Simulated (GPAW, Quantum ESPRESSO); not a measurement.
This is a calculation of HfMo for GPAW 26.7.0 (ASE script). Atoms were shifted at random by some hundredths of an Å from the given cell, which wasn't relaxed again for these runs. The cell comes from a database or a generator and needn't be the stable form of this composition.

File run.py:

```python
from ase.dft.bandgap import bandgap
from ase.io import read, write
from ase.units import GPa
from gpaw import GPAW, PW

atoms = read('POSCAR')

calc = GPAW(mode=PW(600),
            xc='PBE',
            kpts={'size': (10, 10, 6), 'gamma': True},
            occupations={'name': 'fermi-dirac', 'width': 0.05},
            nbands=26,
            convergence={'density': 1e-05, 'energy': 1e-05},
            maxiter=150,
            txt='gpaw.txt')
atoms.calc = calc
energy = atoms.get_potential_energy()
forces = atoms.get_forces()
stress = atoms.get_stress()
calc.write('gs.gpw')
write('result.traj', atoms)
print(f'Energy: {energy:.6f} eV')
print('Forces (eV/A):')
print(forces.round(4))
print('Stress (GPa):', (stress / GPa).round(3))
print('Fermi level:', round(calc.get_fermi_level(), 4), 'eV')
print(f'Gap: {bandgap(calc)[0]:.4f} eV, direct: {bandgap(calc, direct=True)[0]:.4f} eV')
```

The input POSCAR:

```
HfMo
1.0
    1.6712035000     -2.4724670000      0.0000000000
    1.6712035000      2.4724670000      0.0000000000
    0.0000000000      0.0000000000      4.4470110000
Hf Mo
1 1
Direct
   -0.0089450000     -0.0113060000      0.0022800000
    0.4941130000      0.4945280000      0.5141880000
```

Potentials or basis: GPAW PAW data sets (gpaw-data 1.2.1), pw.

Command:

```bash
$ OMP_NUM_THREADS=1 python run.py
```

Problem. What does the same run look like in Quantum ESPRESSO 7.5? Potentials or basis there: SSSP 1.3 efficiency PBE, cutoff 816 eV.

Solution. As run (cutoffs and basis follow the program's own potentials, and thresholds, step limits or extra output files can differ):

File pw.in:

```
&CONTROL
  calculation = 'scf'
  prefix = 'pwscf'
  outdir = './tmp'
  pseudo_dir = './pseudo'
  tprnfor = .true.
  tstress = .true.
  disk_io = 'nowf'
/
&SYSTEM
  ibrav = 0
  nat = 2
  ntyp = 2
  ecutwfc = 60
  nbnd = 20
  occupations = 'smearing'
  smearing = 'fd'
  degauss = 0.00367493
/
&ELECTRONS
  conv_thr = 4d-10
  electron_maxstep = 120
  mixing_beta = 0.5
/
ATOMIC_SPECIES
Hf   178.4900 Hf-sp.oncvpsp.upf
Mo    95.9500 Mo_ONCV_PBE-1.0.oncvpsp.upf
CELL_PARAMETERS angstrom
   1.6712035000   -2.4724670000    0.0000000000
   1.6712035000    2.4724670000    0.0000000000
   0.0000000000    0.0000000000    4.4470110000
ATOMIC_POSITIONS crystal
Hf    -0.0089450000   -0.0113060000    0.0022800000
Mo     0.4941130000    0.4945280000    0.5141880000
K_POINTS automatic
10 10 6 0 0 0
```

Potentials or basis: SSSP 1.3 efficiency PBE.

Run with:

```bash
$ OMP_NUM_THREADS=1 pw.x -in pw.in > pw.out
```

Both were run:

|  | GPAW | Quantum ESPRESSO |
| --- | --- | --- |
| Pressure | 0.7 GPa | 0.3 GPa |
| Largest force | 0.366 eV/Å | 0.356 eV/Å |

Pressure is positive in compression.
